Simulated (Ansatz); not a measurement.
Relax this structure to zero stress and force, keeping its symmetry:

```cif
data_structure
_symmetry_space_group_name_H-M 'P2_13'
_symmetry_Int_Tables_number 198
_cell_length_a 4.5928
_cell_length_b 4.5928
_cell_length_c 4.5928
_cell_angle_alpha 90.000
_cell_angle_beta 90.000
_cell_angle_gamma 90.000
_cell_volume 96.88
loop_
_atom_site_label
_atom_site_type_symbol
_atom_site_symmetry_multiplicity
_atom_site_Wyckoff_symbol
_atom_site_fract_x
_atom_site_fract_y
_atom_site_fract_z
_atom_site_occupancy
Fe1 Fe 4 a 0.13649 0.13649 0.13649 1
Ge1 Ge 4 a 0.84211 0.84211 0.84211 1
```

Level of theory: Ansatz 0.2.0, DFT PBEsol, scalar-relativistic, plane waves, PAW.

Plane waves to 420 eV, a k mesh through Γ of 8×8×8 on the computed 8-atom cell and Gaussian smearing (0.10 eV); collinear spin from starting moments 1.19 1.19 1.19 1.19 0 0 0 0 μB.

Problem. What does it relax to?

Solution. The volume increases by 0.03 Å³/atom to 12.14 Å³/atom, and the energy changes by under 0.1 meV/atom. The cell ends with a moment of 4.06 μB (only this magnetic start was tried). Final structure:
Space group P2_13 (No. 198). a = 4.596 Å, b = 4.596 Å, c = 4.596 Å, α = 90.00°, β = 90.00°, γ = 90.00°
| atom | site | symmetry | x | y | z |
| --- | --- | --- | --- | --- | --- |
| Fe | 4a | .3. | 0.1362 | 0.1362 | 0.1362 |
| Ge | 4a | .3. | 0.8420 | 0.8420 | 0.8420 |

Only parallel moments were tried here.